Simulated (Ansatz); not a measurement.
Each is relaxed and computed with PBE in the plane-wave PAW code Ansatz. Which alone has a direct gap?
(A) BAs, P6_422 (B on 3c, As on 3d)
(B) AlP, P6_222 (Al on 3d, P on 3c)
(C) AlAs, zinc blende
(D) AlGaAs2, P-4m2 (Pearson symbol tP8)

D, AlGaAs2, P-4m2 (Pearson symbol tP8). AlGaAs2: gap 0.90 eV (direct); AlAs: gap 1.50 eV (indirect); BAs: gap 0.48 eV (indirect); AlP: gap 0.95 eV (indirect). Typed or built starts, not in the databases checked: AlGaAs2, P-4m2 (Pearson symbol tP8); BAs, P6_422 (B on 3c, As on 3d); AlP, P6_222 (Al on 3d, P on 3c). Not the usual ambient phase: BAs, P6_422 (B on 3c, As on 3d); AlP, P6_222 (Al on 3d, P on 3c). All cells were relaxed under the symmetry of their starts (and spin orders); stability against distortions was not tested throughout. Spin–orbit coupling is left out wherever it is not named.

Potentials: the earlier of the program's two PAW sets.
